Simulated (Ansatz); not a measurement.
Rh (fcc (Cu type)), relaxed with PBE (Ansatz, a program for electronic structure, plane waves, PAW): a = 3.8299 Å, b = 3.8299 Å, c = 3.8299 Å, α = 90.00°, β = 90.00°, γ = 90.00°.

```
Quantity              Value
--------------------  -----
B₀ by P(V) fit (GPa)    257
K_Hill (GPa)            257
G_Hill (GPa)            152
Θ_D (K)                 484
```

### Question
The same phase is relaxed and computed with r²SCAN in the same code. What are the cell and these values now?

### Answer
a = 3.7999 Å, b = 3.7999 Å, c = 3.7999 Å, α = 90.00°, β = 90.00°, γ = 90.00°.

B₀ by P(V) fit (GPa): 282
K_Hill (GPa): 282
G_Hill (GPa): 162
Θ_D (K): 499

All cells were relaxed under the symmetry of their starts (and spin orders); stability against distortions was not tested throughout. Rows with no word on spin ran without spin polarisation. Scalar-relativistic: spin–orbit coupling is off unless named, which matters more the heavier the elements.

Potentials: the later of the program's two PAW sets.

Ansatz is a plane-wave DFT program.
